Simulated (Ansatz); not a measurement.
# Data sheet: TaTe (DFT)

TaTe (CsCl type, Pm-3m), a = 3.377 Å, b = 3.377 Å, c = 3.377 Å, α = 90.00°, β = 90.00°, γ = 90.00°.

Space group Pm-3m (No. 221), CsCl type; conventional cell a = b = c = 3.3772 Å, α = β = γ = 90.00°.

Method: DFT-PBEsol in the program Ansatz with PAW potentials. The cell and atoms are relaxed at this level. Other levels are named where they apply.

Cell and energy:

```yaml
volume_per_atom: 19.26 Å³
density: 13.30 g/cm³
Formation energy from the elements (no fitted shifts): 0.097 eV/atom
```

Electronic structure:

```yaml
electronic_character: metallic (no gap)
Density of states at the Fermi level: 1.1 states/eV per atom (mean over ±0.08 eV)
Gap with spin–orbit coupling: none (metallic)
```

Mechanics:

```yaml
Bulk modulus (Birch–Murnaghan fit): 161 GPa
Pressure derivative B′: 4.6
Elastic constants (relaxed ions, GPa): C11 = 274, C12 = 104, C44 = 103
mechanical_stability: stable (all eigenvalues of C positive)
hill_bulk_and_shear_moduli: 161 and 95.2 GPa
Young's modulus: 239 GPa
Poisson's ratio: 0.25
debye_temperature_from_the_elastic_constants: 330 K
```

Phonons:

```yaml
highest_zone_centre_frequency: 133 cm^-1
zone_centre_stability: no imaginary mode at Γ
```

The start of the workflow was typed in or built on a structure type; neither database checked (COD, Materials Project) lists it. Whether it is the stable phase at ambient conditions was not checked. The PBEsol relaxation kept the symmetry of its start. The run is not spin-polarised. With an odd number of electrons in the cell and no spin polarisation, the count alone makes it a metal. As this level gives no gap, shear constants depend on the k-mesh and smearing (Fermi–Dirac, 0.1 eV here). As this level gives no gap, phonon frequencies hold no LO–TO term and depend on the k-mesh and smearing (Fermi–Dirac, 0.1 eV here). On the denser mesh and wider smearing of the elastic run this cell carries a stress of 0.3 GPa. The references are the lowest solids computed at this level, not always the standard phases. Scalar-relativistic: spin–orbit coupling is off unless named, which matters more the heavier the elements.

Potentials: the later of the program's two PAW sets.
